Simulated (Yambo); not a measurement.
Yambo run on SrO (rock salt, space group Fm-3m, No. 225) under isotropic strain of -1.5 % on all lattice vectors. The wavefunctions come from this Quantum ESPRESSO step (PBEsol, PseudoDojo standard norm-conserving files, scalar-relativistic):

```
&CONTROL
  calculation = 'nscf'
  pseudo_dir = './pseudo'
  outdir = './out'
/
&SYSTEM
  ibrav = 0
  nat = 2
  ntyp = 2
  ecutwfc = 84.0
  ecutrho = 336.0
  occupations = 'fixed'
  force_symmorphic = .true.
  nbnd = 80
/
&ELECTRONS
  conv_thr = 2e-09
  diago_full_acc = .true.
  diago_thr_init = 1e-08
/
ATOMIC_SPECIES
O 15.9990 O.upf
Sr 87.6200 Sr.upf
CELL_PARAMETERS angstrom
  0.000000000000   2.521060716458   2.521060716458
  2.521060716458   0.000000000000   2.521060716458
  2.521060716458   2.521060716458   0.000000000000
ATOMIC_POSITIONS crystal
O   0.000000000000   0.000000000000   0.000000000000
Sr   0.500000000000   0.500000000000   0.500000000000
K_POINTS automatic
6 6 6 0 0 0
```

Yambo input:

```
rim_cut
gw0
dyson
el_el_corr
HF_and_locXC
ppa
em1d
RandQpts= 1000000
RandGvec= 1 Ry
EXXRLvcs= 84 Ry
VXCRLvcs= 336 Ry
Chimod= "HARTREE"
% BndsRnXp
 1 | 77 |
%
NGsBlkXp= 10 Ry
% LongDrXp
 1.0 | 1.0 | 1.0 |
%
PPAPntXp= 27.2114 eV
% GbndRnge
 1 | 77 |
%
GTermKind= "BG"
DysSolver= "n"
ExtendOut
% QPkrange
 1 | 1 | 8 | 9 |
 4 | 4 | 8 | 9 |
 13 | 13 | 8 | 9 |
%
```

k points by index: 1 = Γ, 4 = L, 13 = X.

Resulting energies as the program prints them:

```
#    K-point    Band    Eo [eV]    E [eV]    E-Eo [eV]    Vxc [eV]    Vnlxc [eV]    Sc|Eo [eV]    Sc|E [eV]    dSc/dw|Eo [eV]    Re(Z)    Im(Z)
#
    1    8    0.000000    -1.100561    -1.100561    -18.87030    -24.26306    3.994821    4.292197    -7.351840    0.787291    -0.001217
    1    9    4.295246    4.951646    0.656400    -10.60438    -6.033946    -3.798126    -3.914031    -4.804322    0.849938    -0.854428E-3
    4    8    -1.240183    -2.445061    -1.204878    -17.27733    -22.86866    4.048334    4.386445    -7.633904    0.780910    -0.002807
    4    9    6.782372    7.977745    1.195373    -14.27432    -8.933829    -3.890610    -4.145116    -5.793127    0.824474    -0.973622E-3
    13    8    -0.030231    -1.165069    -1.134838    -18.76624    -24.14843    3.944299    4.247348    -7.265820    0.789255    -0.001212
    13    9    3.167510    3.996294    0.828784    -9.701117    -4.928963    -3.806231    -3.943369    -4.502224    0.858034    -0.824608E-3
```
(The two width columns are left out.) Convergence of these settings isn't established.

Geometry strained from the cell relaxed with PBEsol, atoms relaxed again.
